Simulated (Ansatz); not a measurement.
## Sr: computed DOS

Space group Fm-3m (No. 225). a = 6.085 Å, b = 6.085 Å, c = 6.085 Å, α = 90.00°, β = 90.00°, γ = 90.00°
| atom | site | symmetry | x | y | z |
| --- | --- | --- | --- | --- | --- |
| Sr | 4a | m-3m | 0.0000 | 0.0000 | 0.0000 |

The runs use the primitive cell with vectors (0.000, 3.042, 3.042), (3.042, 0.000, 3.042), (3.042, 3.042, 0.000) Å, to which the k mesh refers.

The cell is COD entry 9008484, as deposited and not checked against the literature; nothing was relaxed.

Level of theory: DFT, LDA, all-electron LAPW, scalar-relativistic (Ansatz 0.2.0).

Sampling and basis: a Γ-centred 10×10×10 k mesh, Fermi–Dirac smearing of 0.08 eV, basis error target 0.5 meV/atom, no spin polarisation.

States per eV and cell, averaged over 0.4 eV, from -3.8 to 1.6 eV, with energies (bin centres) from the Fermi level; empty bins are left out. 

```json
{"E (eV)": "-3.7", "total": "0.01"}
{"E (eV)": "-3.3", "total": "0.14"}
{"E (eV)": "-2.9", "total": "0.24"}
{"E (eV)": "-2.5", "total": "0.33"}
{"E (eV)": "-2.1", "total": "0.43"}
{"E (eV)": "-1.7", "total": "0.55"}
{"E (eV)": "-1.3", "total": "0.77"}
{"E (eV)": "-0.9", "total": "0.92"}
{"E (eV)": "-0.5", "total": "1.01"}
{"E (eV)": "-0.1", "total": "0.67"}
{"E (eV)": "0.3", "total": "2.62"}
{"E (eV)": "0.7", "total": "2.10"}
{"E (eV)": "1.1", "total": "2.18"}
{"E (eV)": "1.5", "total": "1.36"}
```
